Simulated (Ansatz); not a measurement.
A 2-atom cell of CaO from a published structure, relaxed with r2SCAN: 9 runs in the PAW code Ansatz, each a construction of maximally localised Wannier functions. It is cubic, Fm-3m (No. 225); a = 4.795 Å in the conventional setting, 13.78 Å³ an atom. Ca is surrounded by 6 O at 2.40 Å; O is surrounded by 6 Ca at 2.40 Å. No spin polarisation; the structure comes from an open crystallographic database, the properties from the calculation.

```xyz
2
Lattice="0.0000 2.3975 2.3975 2.3975 0.0000 2.3975 2.3975 2.3975 0.0000" Properties=species:S:1:pos:R:3 pbc="T T T"
Ca    0.0000    0.0000    0.0000
O     2.3975    2.3975    2.3975
```

Windows count from the top of the filled bands; a dash means that no such window was set (without an outer window there is no disentanglement). Rows marked drawn have settings drawn at random (some not listed).

```csv
functional,SCF mesh,trial orbitals,functions,mesh,window (eV),frozen (eV),settings,Ω total (Å²),Ω invariant (Å²),largest spread (Å²),least projectability,"interpolation miss of the model's filled bands (eV, to the nearest computed level)"
PBE,8×8×8,"O s, O p",4,6×6×6,–,–,chosen,4.19,3.70,1.05,0.89,0.011
PBE,8×8×8,"O s, O p",4,4×4×4,–,–,chosen,3.96,3.49,0.99,0.89,0.058
PBE,8×8×8,"O s, O p",4,8×8×8,–,–,chosen,4.28,3.78,1.07,0.89,0.002
PBE,8×8×8,O p,3,6×6×6,–,–,chosen,3.50,3.49,1.17,0.91,0.012
r2SCAN,8×8×8,"O s, O p",4,6×6×6,–,–,chosen,4.22,3.73,1.05,0.87,0.009
r2SCAN,8×8×8,O p,3,6×6×6,–,–,chosen,3.38,3.37,1.13,0.92,0.010
HSE06,6×6×6,"O s, O p",4,6×6×6,–,–,chosen,4.19,3.70,1.05,0.86,–
HSE06,6×6×6,O p,3,6×6×6,–,–,chosen,3.31,3.30,1.10,0.92,–
PBE,8×8×8,O p (loose tolerance),3,6×6×6,–,–,drawn,3.50,3.49,1.17,0.91,0.012
```

For O s, O p with PBE the spread goes 3.96 Å² (4×4×4), 4.19 Å² (6×6×6), 4.28 Å² (8×8×8): finite differences on a coarse mesh understate it.
